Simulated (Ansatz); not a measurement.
An Ansatz input:

```yaml
crystal:
  lattice:
    - [3.4476174077, 0.0, 0.0]
    - [-1.7238087038, 2.9857242576, 0.0]
    - [0.0, 0.0, 3.3298516752]
  atoms:
    - { symbol: P, position: [0.3333333333, 0.6666666667, 0.25] }
    - { symbol: P, position: [0.6666666667, 0.3333333333, 0.75] }
hamiltonian:
  xc: blyp
  pseudopotentials:
    kind: paw
    azcp:
      P: "pseudopotentials/P.paw.azcp"
basis:
  ecutwfc: 420
  fft_grid_basis: typed
kpoints:
  mp_grid: { grid: [17, 17, 16], shift: [0, 0, 0] }
magnetization:
  spin_polarized: false
scf:
  occupations: { method: fermi_dirac, width: 0.1 }
```

and its output:

```
Engine: ansatz 0.2.0, x86_64-unknown-linux-gnu
Pseudopotentials: kind: paw
Pseudopotential: P, paw, valence charge 5, recommended cutoff 420 eV (normal) 
Functional definition: BLYP
  parameter beta = 0.0042
  parameter a = 0.04918
  parameter b = 0.132
  parameter c = 0.2533
  parameter d = 0.349
  exchange = b88_x(beta = beta)
  correlation = lyp_c(a = a, b = b, c = c, d = d)
Crystal: 2 atoms, lattice volume = 34.276 Å³
Basis set: ecut = 420 eV, 671 PW (Γ), exchange–correlation on 48×48×48 points (8 copies of the dense FFT grid, shifted against one another)
Bands: 9, of which v1, the nominal top of the filled ones, is band 5 counted from 1 (4 counted from 0)
Symmetry: 24 space group operations
Space group: P63/mmc (ITA 194), of the structure as read, at distance tolerance 3.2e-5 Å
k-points: 297 of 4624
Non-local potential: P, projectors of the file, l = 0: 2, l = 1: 2, l = 2: 2
PAW form: soft (Blöchl's): semilocal exchange-correlation on the pseudo side does not see the compensation charge
PAW frozen core: P, regenerated for the run's functional, and the local potential with it (the file was generated under x = pbe(κ = 0.804, μ = 0.2195149727645171), c = pbe(β = 0.06672455060314922))
PAW one-centre angular grid: P, 110 points (default); XC on 64 Gauss nodes
Initial density: superposition of atomic densities (neutral atoms: chi_scale 0, normalization atom), corrected by the library's trained network
Initial wavefunctions: pseudopotential atomic-orbital guess
Functional: x = b88, c = lyp
SCF iter   1: F=—  HF=-1518.189215 eV  |F-HF|=—  |Δ(HF+E_count)|=         —  Δρ=9.97e-3  dr2=3.73e-2  ethr=1.77e-3  ⟨swp⟩=6.6  Hψ=22894  notcnv=0
SCF iter   2: F=—  HF=-1518.179694 eV  |F-HF|=—  |Δ(HF+E_count)|=   9.52e-3  Δρ=5.96e-3  dr2=1.42e-2  ethr=3.73e-4  ⟨swp⟩=1.3  Hψ=5226  notcnv=0
SCF iter   3: F=—  HF=-1518.175446 eV  |F-HF|=—  |Δ(HF+E_count)|=   4.25e-3  Δρ=4.43e-4  dr2=4.14e-5  ethr=1.42e-4  ⟨swp⟩=2.4  Hψ=4789  notcnv=0
SCF iter   4: F=—  HF=-1518.175447 eV  |F-HF|=—  |Δ(HF+E_count)|=   9.61e-7  Δρ=5.12e-5  dr2=1.09e-6  ethr=4.14e-7  ⟨swp⟩=2.0  Hψ=4226  notcnv=0
iter 5 did not close the SCF: its close was put off for the readings that it lacked (scf_convergence_deferred on its scf_iter line)
SCF iter   5: F=-1518.175447 eV  HF=-1518.175447 eV  |F-HF|=1.50e-8  |Δ(HF+E_count)|=   1.33e-7  Δρ=8.63e-6  dr2=8.87e-9  ethr=1.09e-8  ⟨swp⟩=2.6  Hψ=4331  notcnv=0
SCF iter   6: F=-1518.175447 eV  HF=-1518.175447 eV  |F-HF|=6.37e-11  |Δ(HF+E_count)|=   1.62e-8  Δρ=4.72e-7  dr2=3.70e-11  ethr=8.87e-11  ⟨swp⟩=1.0  Hψ=8152  notcnv=0
SCF 1 converged in 6 iterations: F = -1518.175447 eV  dr2 = 3.70e-11
SCF converged after 6 iterations
Free energy (F): -1518.175447 eV
Harris-Foulkes:  -1518.175447 eV  (|F-HF|=6.37e-11)
Internal energy: -1518.146374 eV  (E = F + TS)
E sigma→0 (E₀):  -1518.160911 eV
Entropy (-TS):   -0.029073 eV (-14.537 meV/atom)
Fermi energy:    9.107579 eV
--- Per-component energies (eV) ---
  E_band       = 30.169086
  E_kinetic    = 137.850101
  E_local      = -78.662721  (includes V_loc(G=0)·N_el)
  E_nonlocal   = 69.725645
  E_hartree    = 16.376391
  E_xc         = -118.780503
  E_vxc        = -115.448273  (∫ρ·V_xc dr)
  E_paw        = -1149.339472  (= ΣΔE_a)
  E_vpaw       = -16.048449  (= ΣTr[D̂ρ^β])
  E_aug_tail   = 0.000007  (compensation charges beyond the density's cutoff)
  E_ewald      = -395.348644
  E_core_change = 0.032821  (= ΣΔE_core)
  E_smearing   = -0.029073  (= −TS)
  E_closure    = 0.000000  (closes the sum)
  Σ components = -1518.175447   (vs F -1518.175447, Δ=0.00e0)
```
